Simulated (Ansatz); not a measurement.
Rb₂TiCl₆:
```
Rb2TiCl6
1.0
    0.00000     5.00365     5.00365
    5.00365     0.00000     5.00365
    5.00365     5.00365     0.00000
Rb Ti Cl
2 1 6
Direct
  0.25000   0.25000   0.25000
  0.75000   0.75000   0.75000
  0.00000   0.00000   0.00000
  0.76508   0.76508   0.23492
  0.23492   0.23492   0.76508
  0.23492   0.76508   0.76508
  0.76508   0.23492   0.23492
  0.76508   0.23492   0.76508
  0.23492   0.76508   0.23492
```

Relaxed with r²SCAN.

Problem. Give the Bader charges and basin volumes of the independent atoms, plane-wave PAW r²SCAN (Ansatz code).

Solution. 

```csv
atom,Bader charge (e),Bader volume (Å³)
Rb1,+0.89,27.7
Ti3,+2.12,8.2
Cl4,-0.65,31.0
```

Space group Fm-3m. The first step of the workflow began from a Materials Project structure, measured or hypothetical; the Crystallography Open Database files this formula in space group No. 225, but the cells were not matched. Its standing as an ambient phase is unchecked. Symmetry was held in the r²SCAN relaxation; its stability against distortions is not shown here. The run is not spin-polarised.

Potentials: the later of the program's two PAW sets.
